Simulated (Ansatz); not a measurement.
Ta4C3: work and stress of cleavage

Method: DFT r2SCAN, scalar-relativistic, plane waves, PAW in Ansatz 0.2.0. Settings: plane waves to 500 eV, k-mesh 9×9×5 (Γ-centred), Gaussian smearing 0.15 eV. Spin–orbit coupling is left out, which can shift energies with elements as heavy as these. No spin polarisation. Energies are free energies at this smearing, counted from the undisturbed cell; pressure is positive in compression.

Reference structure (relaxed at this level; it needn't be the usual structure):

```yaml
crystal:
  lattice:
    - [0.00000, -4.42479, 0.00000]
    - [0.00000, 0.00000, -4.42479]
    - [8.84959, 0.00000, 0.00000]
  atoms:
    - { symbol: Ta, position: [0.50000, 0.50000, 0.87500] }
    - { symbol: Ta, position: [0.50000, 0.50000, 0.37500] }
    - { symbol: Ta, position: [0.00000, 0.50000, 0.12500] }
    - { symbol: Ta, position: [0.00000, 0.50000, 0.62500] }
    - { symbol: Ta, position: [0.50000, 0.00000, 0.12500] }
    - { symbol: Ta, position: [0.50000, 0.00000, 0.62500] }
    - { symbol: Ta, position: [0.00000, 0.00000, 0.37500] }
    - { symbol: Ta, position: [0.00000, 0.00000, 0.87500] }
    - { symbol: C, position: [0.00000, 0.00000, 0.12500] }
    - { symbol: C, position: [0.00000, 0.00000, 0.62500] }
    - { symbol: C, position: [0.50000, 0.00000, 0.87500] }
    - { symbol: C, position: [0.50000, 0.00000, 0.37500] }
    - { symbol: C, position: [0.00000, 0.50000, 0.37500] }
    - { symbol: C, position: [0.00000, 0.50000, 0.87500] }
```

The cut lies on the cell's a–b face, a (1 0 0) plane (indices in the standard cell, whose axes needn't be the Cartesian ones shown) of area 19.58 Å², between layers 2.21 Å apart. Vector c is lengthened by d along the normal with the atoms' Cartesian places fixed: one unrelaxed cut a cell. The traction is positive where the two halves pull on each other.

```csv
d (Å),energy (J/m²),traction (GPa)
-0.30,1.48,-125.8
0.00,0.00,0.2
0.25,0.44,29.2
0.50,1.26,34.1
1.00,2.75,23.7
2.00,4.13,7.0
3.00,4.54,2.1
6.00,4.71,0.0
```

What are the work of separation and the cleavage stress, and do they fit the universal binding curve?

The energy levels off near W ≈ 4.71 J/m² (the traction is down to 0.0 GPa), the energy of the two unrelaxed faces, 2.35 J/m² each on average. The largest sampled traction is 34.1 GPa at d = 0.50 Å, and a parabola through it and its two neighbours peaks at σ_max ≈ 34.2 GPa, d ≈ 0.56 Å. The curve E = W[1 − (1 + d/ℓ)exp(−d/ℓ)] peaks in traction at d = ℓ with σ_max = W/(eℓ); with 1 J/m² per Å = 10 GPa this W and σ_max give ℓ = 0.51 Å. A parabola through that curve at the same three d peaks at 0.60 Å, against 0.56 Å here, a fair fit. Real crystals break at far lower stress, because cracks concentrate it, and on the plane of lowest W, which needn't be this one.

The cut is rigid; relaxing the faces lowers these energies and usually the stresses.

In a metal these slopes depend on the k mesh and the smearing.

Cost: 8 runs of about 10 core-minutes in all, on Oxide Virtual Turin-like Processor (Zen 5) (shared hosts).